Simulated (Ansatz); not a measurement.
The start is a generated cell, Ag placed in the AFLOW prototype A_oP8_62_2c (A_c). The cell and all atomic positions are relaxed at zero pressure with PBE (plane waves to 420 eV, PAW, scalar-relativistic; Ansatz, an electronic-structure program). The first steps use a coarse 5×7×7 k-mesh.

Starting cell:
```
Ag
1.0
    6.40855     0.00000     0.00000
    0.00000     4.54264     0.00000
    0.00000     0.00000     4.70037
Ag
8
Cartesian
  2.97357   1.13566   1.37251
  6.17784   1.13566   0.97768
  3.43498   3.40698   3.32786
  0.23071   3.40698   3.72270
  1.15995   1.13566   3.09285
  4.36422   1.13566   3.95771
  5.24860   3.40698   1.60753
  2.04433   3.40698   0.74266
```

Q: How large is the pressure on the unrelaxed cell, and of which sign?

A: +20.4 GPa (positive: the cell is compressed).

Q: Does the structure survive the relaxation? Give the final space group.

A: The space group goes from Pnma (No. 62) to I4/mmm (No. 139), with 1 atom in the primitive cell.

Q: By how much does the energy per atom fall from start to end?

A: 0.47 eV/atom.

Q: How do the shortest distances between atoms change?

A: The closest pairs of elements (up to four, under 3.6 Å), start → end: Ag–Ag 2.50 → 2.87 Å.

Q: What band gap does the relaxed structure have at this level?

A: Zero (metallic).

Q: What does it relax into? Give the structure.

A: 
Space group I4/mmm (No. 139); a = b = 3.411 Å, c = 3.097 Å, α = β = γ = 90.00°

```
atom  site  symmetry       x       y       z
----  ----  --------  ------  ------  ------
Ag      2b     4/mmm  0.0000  0.0000  0.5000
```
(The calculation used a cell of 1 atom; values per cell refer to that cell.)

Final values are on a 20×20×20 k-mesh of the relaxed cell. No spin polarisation in the result.

The run could not lower the symmetry of its start; a shaken copy of this end point relaxes with PBE to Fm-3m (No. 225), 0.03 eV/atom lower.

The relaxed structure here is a generated cell of Ag: the first start was made by placing the elements on the sites of a structure type, and the end was not matched to a known phase here, so it may be hypothetical. Known forms of Ag include space group No. 225.
